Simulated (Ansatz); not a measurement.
ZrO₂:
```
CELL_PARAMETERS angstrom
      3.60134     0.00000     0.00000
      0.00000     3.60134     0.00000
      0.00000     0.00000     5.22807
ATOMIC_POSITIONS crystal
  Zr 0.00000 0.00000 0.00000
  Zr 0.50000 0.50000 0.50000
  O  0.00000 0.50000 0.19679
  O  0.00000 0.50000 0.69679
  O  0.50000 0.00000 0.30321
  O  0.50000 0.00000 0.80321
```

r²SCAN in the plane-wave PAW code Ansatz gives a gap of 4.60 eV without spin–orbit coupling, maximum on the M–Γ line, 55 % of the way from M, minimum at Γ.

### Question
What happens when spin–orbit coupling is switched on?

### Answer
The gap hardly moves, to 4.60 eV; maximum on the M–Γ line, 55 % of the way from M, minimum at Γ.

### Question
Give the electron effective mass with spin–orbit coupling.

### Answer
0.63, 0.63, 2.2 mₑ (principal values).

### Question
Give the hole effective mass with spin–orbit coupling.

### Answer
0.70, 2.2, 8.9 mₑ (principal values).

Space group P4_2/nmc. This is a known high-temperature phase of the composition, computed here at zero pressure and temperature. The r²SCAN relaxation kept the symmetry of its start; whether a distortion lowers the energy is not shown. No spin polarisation was allowed.

Potentials: the later of the program's two PAW sets.
